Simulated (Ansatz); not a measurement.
Data:

GaGeTe:
Space group R-3m, hexagonal axes (No. 166); a = 4.070 Å, b = 4.070 Å, c = 36.005 Å, α = 90.00°, β = 90.00°, γ = 120.00°

```csv
atom,site,symmetry,x,y,z
Ga,6c,3m,0.0000,0.0000,0.2547
Ge,6c,3m,0.0000,0.0000,0.3223
Te,6c,3m,0.0000,0.0000,0.1136
```
(The calculation used a cell of 6 atoms; values per cell refer to that cell.)

This is the r²SCAN-relaxed structure.

Question: All from plane-wave PAW r²SCAN (Ansatz code), unless another level is named. Give the band gap.

Answer: 0.60 eV (direct).

Question: What about the formation energy from the elements (no fitted shifts)?

Answer: -0.30 eV/atom.

Question: Next, the valence-band maximum?

Answer: at T.

The workflow started from a Materials Project entry (that database holds measured and hypothetical structures alike); the Crystallography Open Database copy checked does not list it. Whether it is the stable phase at ambient conditions was not checked. The cell was relaxed with r²SCAN under the symmetry of its start; whether a distortion lowers the energy is not shown. A crystal of weakly bound layers computed without a dispersion correction: the cell and the soft elastic constants depend strongly on that. The references are the lowest solids computed at this level, not always the standard phases. Spin–orbit coupling is left out wherever it is not named.

Potentials: the earlier of the program's two PAW sets.
